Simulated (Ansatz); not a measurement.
## MgTeW₃O₁₂ — field gradients at the nuclei

The cell is a computed structure from the Materials Project (it need not be an observed phase) whose atoms were relaxed with PBE, the cell held.

```cif
data_structure
_symmetry_space_group_name_H-M 'P 1'
_symmetry_Int_Tables_number 1
_cell_length_a 5.1969
_cell_length_b 5.7415
_cell_length_c 7.8369
_cell_angle_alpha 82.898
_cell_angle_beta 89.416
_cell_angle_gamma 89.608
_cell_volume 232.03
loop_
_atom_site_label
_atom_site_type_symbol
_atom_site_fract_x
_atom_site_fract_y
_atom_site_fract_z
_atom_site_occupancy
Mg1 Mg 0.48995 0.11442 0.29997 1
Te2 Te 0.51551 0.54259 0.53059 1
W3 W 0.00371 0.99783 0.54312 1
W4 W 0.49874 0.56398 0.99956 1
W5 W 0.98795 0.04849 0.01470 1
O6 O 0.69171 0.12790 0.53428 1
O7 O 0.84908 0.98758 0.22721 1
O8 O 0.72352 0.79529 0.94793 1
O9 O 0.85248 0.68091 0.55324 1
O10 O 0.22137 0.73115 0.04884 1
O11 O 0.59654 0.45161 0.21516 1
O12 O 0.39473 0.52442 0.76746 1
O13 O 0.79268 0.29351 0.93815 1
O14 O 0.17795 0.23801 0.42602 1
O15 O 0.28328 0.19531 0.06194 1
O16 O 0.09666 0.01481 0.76022 1
O17 O 0.32416 0.82141 0.44355 1
```

Atom numbers follow the list; atoms alike are taken as one site, whose name carries the number of the first.

Level of theory: DFT, r2SCAN, plane waves and PAW, scalar-relativistic, 500 eV cutoff, Γ-centred 5×4×3 k-points, Fermi–Dirac smearing 0.02 eV (Ansatz 0.2.0).

C_Q = eQV_zz/h, which is 24.18 MHz for Q = 1 b and V_zz = 10²¹ V/m²; η = (V_xx − V_yy)/V_zz.

²⁵Mg: I = 5/2, Q = 199.4 mb; 17O: I = 5/2, Q = -25.58 mb. Nuclear quadrupole moments: year-2017 set (Pyykkö).

```tsv
site	atoms (order as listed)	first shell	V_xx, V_yy, V_zz (10²¹ V/m²)	η	C_Q (MHz)
Mg	1	6 O at 2.05–2.16 Å	-0.40, -0.97, 1.37	0.42	6.62
Te	2	3 O at 1.93–1.95 Å	12.85, 19.78, -32.6	0.21	–
W3	3	5 O at 1.78–2.13 Å	-1.27, -34.9, 36.1	0.93	–
W4	4	6 O at 1.78–2.40 Å	12.37, 30.7, -43.0	0.43	–
W5	5	6 O at 1.78–2.17 Å	0.25, 8.67, -8.92	0.94	–
O6	6	1 W at 1.78 Å, 1 Mg at 2.13 Å, angle 115°; also 1 Te at 2.54 Å	-0.94, -1.75, 2.69	0.30	-1.67
O7	7	1 W at 1.80 Å, 1 Mg at 2.10 Å, angle 124°; also 1 W at 2.62 Å	-0.19, -2.21, 2.40	0.84	-1.48
O8	8	2 W at 1.78–2.12 Å, angle 153°	-1.34, -2.97, 4.30	0.38	-2.66
O9	9	1 Te at 1.95 Å, 1 W at 1.98 Å, angle 138°	-3.49, -7.57, 11.06	0.37	-6.84
O10	10	2 W at 1.79–2.17 Å, angle 152°	-0.64, -3.16, 3.81	0.66	-2.35
O11	11	1 W at 1.81 Å, 1 Mg at 2.05 Å, angle 116°; also 1 Te at 2.62 Å	-1.09, -2.42, 3.51	0.38	-2.17
O12	12	1 W at 1.94 Å, 1 Te at 1.94 Å, angle 144°	-3.72, -6.99, 10.71	0.31	-6.63
O13	13	2 W at 1.78–2.26 Å, angle 148°; also 1 Mg at 3.28 Å	-0.031, -2.92, 2.95	0.98	-1.82
O14	14	1 W at 1.80 Å, 1 Mg at 2.06 Å, angle 110°; also 1 Te at 2.69 Å	-1.71, -2.06, 3.77	0.09	-2.33
O15	15	1 W at 1.82 Å, 1 Mg at 2.16 Å; also 1 W at 2.40 Å	-0.63, -2.37, 3.00	0.58	-1.86
O16	16	2 W at 1.79–2.10 Å, angle 149°	-1.31, -3.40, 4.70	0.44	-2.91
O17	17	1 Te at 1.93 Å, 1 Mg at 2.09 Å, 1 W at 2.13 Å	-2.09, -8.09, 10.18	0.59	-6.30
```

At O8 and O16 V_zz runs parallel to the line that joins its two neighbours (within 6°) in each case. At Te V_zz stands upright on the plane through its three neighbours (within 6°). At O10 V_zz points along the longer of its two bonds, to W (within 7°).

Te, W have no stable isotope with a ground-state quadrupole moment in the table, so no C_Q is given.

At this cell the principal stresses reach 6 GPa in size with r2SCAN, which can matter for small gradients. The largest force is 0.7 eV/Å, so the atoms aren't at the calculated equilibrium and relaxing them would move these values. Without spin–orbit coupling the gradients at and beside Te and W can be off by some per cent, at some sites by more. Where η is near 1 the sign of V_zz means little.
